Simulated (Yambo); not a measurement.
A G0W0@PBEsol run in Yambo for SiO$_{2}$ (space group P6_322, No. 182) (3×3×2 Γ-centred k mesh, 273 bands and a 7 Ry block in the screening, 273 bands in G with the Bruneval-Gonze terminator, plasmon pole fitted at 27.2 eV) gives these matrix elements, in eV, at the band edges ((0, 0.333, 0) → Γ):

```
state               E0    <Vxc>     <Σx>  <Σc(E0)>      Z
---------------  -----  -------  -------  --------  -----
valence edge     0.000  -19.975  -25.931     3.685  0.825
conduction edge  5.679   -8.884   -4.994    -2.809  0.887
```

### Question
Solve the linearised quasiparticle equation for both states, give the gap, and say how exchange and correlation each act on it.

### Answer
E = E0 + Z(Σx + Σc − Vxc). Valence: 0.000 + 0.825 × (-25.931 + (3.685) − (-19.975)) = -1.87 eV. Conduction: 5.679 + 0.887 × (-4.994 + (-2.809) − (-8.884)) = 6.64 eV. The gap is 8.51 eV, against 5.68 eV in PBEsol. Replacing Vxc by bare exchange alone would open it by 9.85 eV; correlation takes back 6.49 eV of that, and Z scales what is left. Nearest settings tried, and what they do to the gap: 175 bands in W, 175 bands in G: +14 meV; 2 Ry block (73 vectors against 391): +250 meV. Not varied: mesh. So the settings aren't converged at that level. 

Geometry of the Materials Project entry, not relaxed at this level; primitive cell a = b = 5.0691 Å, c = 8.5585 Å, α = β = 90.00°, γ = 120.00°.

This is not the ordinary phase of the substance; no match was found in the copy of COD used, and its stability was not checked.
